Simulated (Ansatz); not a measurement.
BaSi2 (MoSi2 or CaC2 type, I4/mmm), PBE in the plane-wave PAW code Ansatz, all energies at zero smearing, with the estimated change up to a 700 eV cutoff added, with one set of potentials and settings (totals compare only within such a set). Cell of 3 atoms (1 Ba, 2 Si): -7221.458 eV.

| element | reference phase | E (eV/atom) |
|---|---|---|
| Ba | Im-3m, 1 atoms in the cell | -5949.5401 |
| Si | Fd-3m, 2 atoms in the cell | -635.8096 |

Formation energy per atom, worked out: (-7221.458 − 1×(-5949.5401) − 2×(-635.8096))/3 = -0.099 eV/atom (-10 kJ per mol of atoms), at 0 K, without zero-point energy or fitted corrections.

The cell is a constructed one: a structure type filled with these elements; the Crystallography Open Database copy checked does not list it. COD files the formula under space group No. 62, 191, so this cell is another polymorph or a model. Whether it is the stable phase at ambient conditions was not checked. The PBE relaxation kept the symmetry of its start; whether a distortion lowers the energy is not shown. The references are the lowest solids computed at this level, not always the standard phases. Spin–orbit coupling is left out wherever it is not named.

Potentials: the later of the program's two PAW sets.
